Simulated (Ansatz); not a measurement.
A relaxation computed with Ansatz, from input to last step.

```yaml
crystal:
  lattice:
    - [6.6520241179, 0.0, 0.0]
    - [-3.326012059, 5.7608218727, 0.0]
    - [0.0, 0.0, 5.3392757108]
  atoms:
    - { symbol: Na, position: [0.3333333333, 0.6666666667, 0.25] }
    - { symbol: Na, position: [0.6666666667, 0.3333333333, 0.75] }
    - { symbol: "Y", position: [0.833, 0.666, 0.25] }
    - { symbol: "Y", position: [0.167, 0.833, 0.75] }
    - { symbol: "Y", position: [0.334, 0.167, 0.25] }
    - { symbol: "Y", position: [0.167, 0.334, 0.75] }
    - { symbol: "Y", position: [0.833, 0.167, 0.25] }
    - { symbol: "Y", position: [0.666, 0.833, 0.75] }
basis:
  ecutwfc: 420
kpoints:
  mp_grid: { grid: [3, 3, 4] }
hamiltonian:
  xc: pbe
scf:
  occupations: { method: gaussian, width: 0.1 }
  lower_state_search: "off"
output:
  forces: true
  stress: true
  eigenvalues: true
relax:
  adjacent_minimum: "off"
  f_tol: 0.04
  max_steps: 70
  cell: { stress_tol: 0.4 }
```

```bash
ansatz run input.yaml --threads 1 --pin off --max-ram 2560MiB --backend cpu --events-out ev --progress --plain --runs-dir out
```

These are results of Ansatz, DFT PBE, scalar-relativistic, plane waves, PAW, not measurements.

Of 5 frames 5 are shown, positions in Å and forces in eV/Å; the SCF threshold varies from step to step. Steps run on the plane waves of an earlier cell, with a Pulay correction in the pressure. The basis is chosen afresh for the last frame, the zero of the energies, and at times for earlier ones too; energy and pressure step there, also at an unchanged geometry.

```xyz
8
Lattice="6.6520 0.0000 0.0000 -3.3260 5.7608 0.0000 0.0000 0.0000 5.3393" Properties=species:S:1:pos:R:3:forces:R:3 pbc="T T T" step=1 free_energy_over_end_meV_per_atom=207.69 pressure_GPa=10.73
Na    0.0000    3.8405    1.3348    0.0000    0.0000    0.0000
Na    3.3260    1.9203    4.0045    0.0000    0.0000    0.0000
Y     3.3260    3.8367    1.3348    0.0000   -0.0365    0.0000
Y    -1.6597    4.7988    4.0045    0.0316   -0.0182    0.0000
Y     1.6663    0.9621    1.3348    0.0316    0.0182    0.0000
Y     0.0000    1.9241    4.0045    0.0000    0.0365    0.0000
Y     4.9857    0.9621    1.3348   -0.0316    0.0182    0.0000
Y     1.6597    4.7988    4.0045   -0.0316   -0.0182    0.0000
8
Lattice="6.9765 0.0000 0.0000 -3.4882 6.0418 0.0000 0.0000 0.0000 5.5981" Properties=species:S:1:pos:R:3:forces:R:3 pbc="T T T" step=2 free_energy_over_end_meV_per_atom=40.23 pressure_GPa=3.63
Na    0.0000    4.0279    1.3995    0.0000    0.0000    0.0000
Na    3.4882    2.0139    4.1986    0.0000    0.0000    0.0000
Y     3.4882    4.0192    1.3995    0.0000    0.1983    0.0000
Y    -1.7366    5.0305    4.1986   -0.1718    0.0992    0.0000
Y     1.7517    1.0113    1.3995   -0.1718   -0.0992    0.0000
Y     0.0000    2.0226    4.1986    0.0000   -0.1983    0.0000
Y     5.2248    1.0113    1.3995    0.1718   -0.0992    0.0000
Y     1.7366    5.0305    4.1986    0.1718    0.0992    0.0000
8
Lattice="7.1763 0.0000 0.0000 -3.5881 6.2148 0.0000 0.0000 0.0000 5.7719" Properties=species:S:1:pos:R:3:forces:R:3 pbc="T T T" step=3 free_energy_over_end_meV_per_atom=2.42 pressure_GPa=0.64
Na    0.0000    4.1432    1.4430    0.0000    0.0000    0.0000
Na    3.5881    2.0716    4.3289    0.0000    0.0000    0.0000
Y     3.5881    4.1767    1.4430    0.0000    0.0412    0.0000
Y    -1.8230    5.1958    4.3289   -0.0356    0.0206    0.0000
Y     1.7651    1.0191    1.4430   -0.0356   -0.0206    0.0000
Y     0.0000    2.0381    4.3289    0.0000   -0.0412    0.0000
Y     5.4112    1.0191    1.4430    0.0356   -0.0206    0.0000
Y     1.8230    5.1958    4.3289    0.0356    0.0206    0.0000
8
Lattice="7.2388 0.0000 0.0000 -3.6194 6.2690 0.0000 0.0000 0.0000 5.7881" Properties=species:S:1:pos:R:3:forces:R:3 pbc="T T T" step=4 free_energy_over_end_meV_per_atom=0.54 pressure_GPa=0.06
Na    0.0000    4.1793    1.4470    0.0000    0.0000    0.0000
Na    3.6194    2.0897    4.3411    0.0000    0.0000    0.0000
Y     3.6194    4.2236    1.4470    0.0000    0.0203    0.0000
Y    -1.8480    5.2463    4.3411   -0.0175    0.0101    0.0000
Y     1.7713    1.0227    1.4470   -0.0175   -0.0101    0.0000
Y     0.0000    2.0454    4.3411    0.0000   -0.0203    0.0000
Y     5.4674    1.0227    1.4470    0.0175   -0.0101    0.0000
Y     1.8480    5.2463    4.3411    0.0175    0.0101    0.0000
8
Lattice="7.2388 0.0000 0.0000 -3.6194 6.2690 0.0000 0.0000 0.0000 5.7881" Properties=species:S:1:pos:R:3:forces:R:3 pbc="T T T" step=5 free_energy_over_end_meV_per_atom=0.00 pressure_GPa=0.10
Na    0.0000    4.1793    1.4470    0.0000    0.0000    0.0000
Na    3.6194    2.0897    4.3411    0.0000    0.0000    0.0000
Y     3.6194    4.2236    1.4470    0.0000    0.0204    0.0000
Y    -1.8480    5.2463    4.3411   -0.0177    0.0102    0.0000
Y     1.7713    1.0227    1.4470   -0.0177   -0.0102    0.0000
Y     0.0000    2.0454    4.3411    0.0000   -0.0204    0.0000
Y     5.4674    1.0227    1.4470    0.0177   -0.0102    0.0000
Y     1.8480    5.2463    4.3411    0.0177    0.0102    0.0000
```

The start puts this composition into another compound's structure type, which needn't suit it. At the end the space group is P6_3/mmc (tolerance 0.05 Å).

It took 45 s on 1 thread of AMD EPYC 7R43 64-Core Processor (Zen 3), with other jobs on the host, peak memory 0.53 GiB.

The k mesh is coarse.